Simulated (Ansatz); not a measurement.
Consider a crystal of Rb3CuAu in space group P3m1 (No. 156), with Rb on 1b, 1a and 1c; Cu on 1a; Au on 1b. The guess for Rb3CuAu was made by a generator: close-packed layers stacked ABACB (elements of the layers in order: Cu Rb Rb Rb Au).

The calculation used DFT PBE, scalar-relativistic, plane waves, PAW in Ansatz. Cutoff 420 eV, Γ-centred mesh, Gaussian smearing, no spin polarisation.

Formation energies are uncorrected and refer to the elements' standard structures at the same level.

Problem. Predict the relaxed structure.

Solution.

Space group P3m1 (No. 156). a = 4.542 Å, b = 4.542 Å, c = 14.359 Å, α = 90.00°, β = 90.00°, γ = 120.00°
```
atom  site  symmetry       x       y       z
  Rb    1b       3m.  0.3333  0.6667  0.1254
  Rb    1a       3m.  0.0000  0.0000  0.4319
  Rb    1c       3m.  0.6667  0.3333  0.7476
  Cu    1a       3m.  0.0000  0.0000  0.9158
  Au    1b       3m.  0.3333  0.6667  0.9036
```

Rb on its first site has 1 Au at 3.19 Å, 3 Cu at 3.99 Å, 6 Rb at 4.54 Å and 3 Rb at 5.12 Å; Rb on its second site is surrounded by 6 Rb at 4.54 Å and 6 Rb at 5.12–5.24 Å; Cu has 3 Au at 2.63 Å and 3 Rb at 3.56 Å; around Au lie 3 Cu at 2.63 Å, 1 Rb at 3.19 Å and 3 Rb at 3.45 Å; 1 more site not described. Another local minimum with the same sites may exist.

Problem. Where does its energy lie, and is it a metal?

Solution. The energy over the elements is +0.07 eV/atom. The gap on the 12×12×4 mesh of the 5-atom cell is 0 eV (a metal). It can't be a ground state, since the elements alone are lower.

The last run used Gaussian smearing of 0.10 eV. These runs have no spin–orbit coupling, which can matter for Au. A structure relaxed within its symmetry needn't be a true minimum.
